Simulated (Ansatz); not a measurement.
# Which way does CdS + ZnSe ⇌ CdSe + ZnS run?

Plane-wave DFT in Ansatz with scalar-relativistic PAW potentials, cutoff 500 eV, Γ-centred meshes chosen by cell and gap, Gaussian smearing with energies taken to zero width. Every cell was relaxed (cell and atoms) in a run of its own, within the symmetry of its start. Functional: r2SCAN.

Total energies hold large constants for each element; a whole number of eV per atom of each element is taken off below, which cancels in a balanced reaction.

| compound | lowest structure computed | structures tried | V (Å³/atom) | gap on mesh (eV) | E (eV per formula unit, common shift removed) |
| --- | --- | --- | --- | --- | --- |
| CdS | P6_3mc | 3 | 25.39 | 1.63 | -1.6151 |
| ZnSe | F-43m | 2 | 22.72 | 1.87 | -1.4986 |
| CdSe | F-43m | 2 | 28.84 | 1.04 | -1.8360 |
| ZnS | F-43m | 6 | 19.56 | 2.70 | -1.4503 |

Task: Work out the reaction energy at 0 K.

Result: ΔE = E(CdSe) + E(ZnS) − E(CdS) − E(ZnSe) = -0.173 eV, or -17 kJ per mole of reaction (-43 meV/atom). The right side is lower: Cd takes Se and Zn takes S. All four are computed as solids; where they are solids at ordinary conditions entropy changes little. A lower structure that wasn't tried would shift the value, and mixed crystals may lie lower than either side. This functional puts CdSe lowest in F-43m, which isn't its usual phase at room temperature.